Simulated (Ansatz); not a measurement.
Task: LaC (rock salt, Fm-3m) is relaxed with r²SCAN in the plane-wave PAW code Ansatz. What lattice parameters of the conventional cell result?

Result: a = 5.439 Å.

Task: Is it a metal or does it have a gap at this level?

Result: No gap at this level.

The start of the workflow was typed in or built on a structure type; neither database checked (COD, Materials Project) lists it. Its standing as an ambient phase is unchecked. The cell was relaxed with r²SCAN under the symmetry of its start. At this level the phase is mechanically unstable. Its formation energy is positive at this level, so the cell may be metastable or incomplete. Scalar-relativistic: spin–orbit coupling is off unless named, which matters more the heavier the elements.

Potentials: the earlier of the program's two PAW sets.
